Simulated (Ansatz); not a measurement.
SiC3:
```xyz
4
Lattice="2.7834 0.0000 0.0000 0.0000 2.7834 0.0000 0.0000 0.0000 4.0971" Properties=species:S:1:pos:R:3 pbc="T T T"
C      0.0000     0.0000     0.0000
C      0.0000     1.3917     3.2342
Si     1.3917     1.3917     2.0485
C      1.3917     0.0000     0.8629
```

Tensor components refer to the Cartesian frame of this cell.

Task: Give the proper piezoelectric stress tensor with relaxed ions from plane-wave PAW PBEsol (Ansatz code).

Result: In C/m², rows x, y, z, Voigt columns; mesh uncertainty up to 0.01.
```
 0.00   0.00   0.00   0.00   0.22   0.00
 0.00   0.00   0.00  -0.22   0.00   0.00
-0.21   0.21   0.00   0.00   0.00   0.00
```

The elastic tensor of the same run (GPa):

|  | 1 | 2 | 3 | 4 | 5 | 6 |
|---|---|---|---|---|---|---|
| 1 | 655 | 26.2 | 144 | 0.0 | 0.0 | 0.0 |
| 2 | 26.2 | 655 | 144 | 0.0 | 0.0 | 0.0 |
| 3 | 144 | 144 | 683 | 0.0 | 0.0 | 0.0 |
| 4 | 0.0 | 0.0 | 0.0 | 308 | 0.0 | 0.0 |
| 5 | 0.0 | 0.0 | 0.0 | 0.0 | 308 | 0.0 |
| 6 | 0.0 | 0.0 | 0.0 | 0.0 | 0.0 | 177 |

Task: Convert to strain constants d = e·S.

Result: In pC/N:
```
 0.0   0.0   0.0   0.0   0.7   0.0
 0.0   0.0   0.0  -0.7   0.0   0.0
-0.3   0.3   0.0   0.0   0.0   0.0
```

Space group P-4m2. The start of the workflow was typed in or built on a structure type; neither database checked (COD, Materials Project) lists it. Whether it is the stable phase at ambient conditions was not checked. The PBEsol relaxation kept the symmetry of its start; its stability against distortions is not shown here. Its formation energy is positive at this level, so the cell may be metastable or incomplete. Signs of piezoelectric constants follow the polarity of the cell as given.

Potentials: the earlier of the program's two PAW sets. The files were generated under PBE; for other functionals the program regenerates the frozen cores, and for LDA and PBEsol the local potential too.
